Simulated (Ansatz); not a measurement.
InPd$_{3}$ (Cu3Au type, Pm-3m), a = 3.970 Å, b = 3.970 Å, c = 3.970 Å, α = 90.00°, β = 90.00°, γ = 90.00°.

Relaxed with PBEsol.

Question: Which orbitals make up the states near the Fermi level in the program Ansatz at the PBEsol level (PAW)?

Answer: Within 0.5 eV of the Fermi level: Pd 4d 76 %, In 5p 8 %, In 5s 6 %, outside the projected shells 9 %. Projections are on Löwdin-orthogonalised atomic valence shells; empty p or d shells of many metals are not among them.

Question: Tabulate the density of states.

Answer: States/eV per cell of 4 atoms, in 0.25 eV bins, energy from the Fermi level.

```tsv
E (eV)	total	Pd 4d	In 5p	In 5s
-7.85	0.45	0.03	0.13	0.26
-7.60	0.54	0.04	0.15	0.31
-7.35	0.66	0.07	0.17	0.38
-7.10	0.91	0.12	0.20	0.54
-6.85	1.54	0.43	0.23	0.82
-6.60	2.20	0.88	0.21	1.05
-6.35	0.63	0.24	0.04	0.34
-6.10	0.08	0.03	0.00	0.05
-5.85	0.00	0.00	0.00	0.00
-5.60	0.18	0.05	0.11	0.00
-5.35	0.46	0.15	0.26	0.02
-5.10	1.23	0.64	0.48	0.04
-4.85	4.00	2.58	1.16	0.08
-4.60	1.87	1.16	0.60	0.02
-4.35	4.69	3.49	1.01	0.03
-4.10	7.06	6.25	0.64	0.02
-3.85	8.98	8.39	0.42	0.03
-3.60	7.67	7.14	0.39	0.02
-3.35	6.18	5.66	0.41	0.02
-3.10	6.48	5.94	0.41	0.02
-2.85	7.55	6.95	0.44	0.02
-2.60	7.13	6.50	0.49	0.02
-2.35	4.52	4.10	0.33	0.01
-2.10	4.58	4.14	0.34	0.02
-1.85	6.32	5.99	0.23	0.01
-1.60	10.22	9.90	0.20	0.01
-1.35	9.96	9.60	0.22	0.02
-1.10	6.36	5.95	0.25	0.06
-0.85	6.27	5.66	0.29	0.14
-0.60	3.99	3.28	0.24	0.23
-0.35	4.40	3.62	0.20	0.22
-0.10	4.28	3.48	0.24	0.21
0.15	2.15	1.42	0.28	0.18
0.40	0.83	0.33	0.22	0.14
0.65	0.73	0.22	0.23	0.11
0.90	0.61	0.19	0.23	0.06
1.15	0.52	0.21	0.21	0.01
1.40	1.18	0.50	0.52	0.02
1.65	1.82	0.68	0.86	0.04
1.90	1.63	0.51	0.79	0.06
2.15	1.32	0.35	0.63	0.06
2.40	1.20	0.28	0.57	0.06
2.65	1.10	0.23	0.52	0.05
2.90	1.05	0.19	0.49	0.06
3.15	1.02	0.17	0.46	0.08
3.40	0.98	0.15	0.43	0.10
3.65	0.97	0.14	0.41	0.12
3.90	1.00	0.14	0.42	0.14
4.15	1.02	0.13	0.42	0.14
4.40	1.02	0.12	0.41	0.12
4.65	0.93	0.10	0.36	0.10
```

The workflow started from a Materials Project entry (that database holds measured and hypothetical structures alike); the Crystallography Open Database copy checked does not list it. With In and Pd taken as one species the cell has the higher symmetry Fm-3m, so it may be an ordered model of a mixed-site phase. Whether it is the stable phase at ambient conditions was not checked. The PBEsol relaxation kept the symmetry of its start; of distortions, only those at the zone centre were tested. No spin polarisation was allowed. Spin–orbit coupling is left out wherever it is not named.

Potentials: the later of the program's two PAW sets.
